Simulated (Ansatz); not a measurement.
Here is the system:

AlRu in space group R-3m (No. 166; Al on 3a, Ru on 3b), a = b = 2.8457 Å, c = 11.7907 Å, α = β = 90.00°, γ = 120.00°; the cell used has 2 atoms.

This is the PBEsol-relaxed structure.

### Question
All from PBEsol in the plane-wave PAW code Ansatz, unless another level is named. Predict the density of states at the Fermi level.

### Answer
0.71 states/eV per atom (mean over ±0.08 eV).

### Question
Predict the formation energy from the elements (no fitted shifts).

### Answer
-0.33 eV/atom.

The cell is a constructed one: a structure type filled with these elements; neither database checked (COD, Materials Project) lists it. COD files the formula under space group No. 221, so this cell is another polymorph or a model. Whether it is the stable phase at ambient conditions was not checked. The PBEsol relaxation kept the symmetry of its start; of distortions, only those at the zone centre were tested. The run is not spin-polarised. Axis ratios of metals converge slowly with the k-mesh, so a and c are less sure than the volume. The references are the lowest solids computed at this level, not always the standard phases. Scalar-relativistic: spin–orbit coupling is off unless named, which matters more the heavier the elements.

Potentials: the later of the program's two PAW sets.
